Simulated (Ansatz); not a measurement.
MgO:
```yaml
crystal:
  lattice:
    - [0.00000, 2.10718, 2.10718]
    - [2.10718, 0.00000, 2.10718]
    - [2.10718, 2.10718, 0.00000]
  atoms:
    - { symbol: Mg, position: [0.00000, 0.00000, 0.00000] }
    - { symbol: O, position: [0.50000, 0.50000, 0.50000] }
```

Relaxed with PBEsol. Independent-particle spectrum: no excitons, no local fields, no scissors shift; 0.1 eV broadening; ε₁ of the summed bands alone.

### Question
Tabulate the dielectric function from PBEsol in the plane-wave PAW code Ansatz.

### Answer


```
E (eV)  ε₁ xx  ε₂ xx
------  -----  -----
0.0      3.19   0.00
0.5      3.20   0.00
1.0      3.22   0.00
1.5      3.25   0.00
2.0      3.29   0.00
2.5      3.35   0.00
3.0      3.44   0.00
3.5      3.55   0.00
4.0      3.73   0.00
4.5      4.08   0.01
5.0      4.28   0.59
5.5      4.20   0.84
6.0      4.17   1.00
6.5      4.21   1.14
7.0      4.32   1.30
7.5      4.52   1.53
8.0      4.92   1.99
8.5      4.51   3.84
9.0      3.33   3.39
9.5      3.12   3.03
10.0     3.41   2.81
10.5     4.55   4.16
11.0     1.73   5.96
11.5     0.28   3.96
12.0     0.54   3.20
```

### Question
From ε at 5.6 eV (xx: 4.19 + 0.87i), find n, k, the normal reflectivity and the absorption coefficient.

### Answer
n = 2.06, k = 0.211, R = 12 %, α = 2kE/ħc = 120000 cm⁻¹.

With all bands, ε∞ without local fields is 3.33. DFPT, with local fields, gives 3.25.

Space group Fm-3m (rock salt). The cell was relaxed with PBEsol under the symmetry of its start; phonons on a q-mesh show no instability. The volume moved by -15 % from the start of the relaxation.

Potentials: the later of the program's two PAW sets.
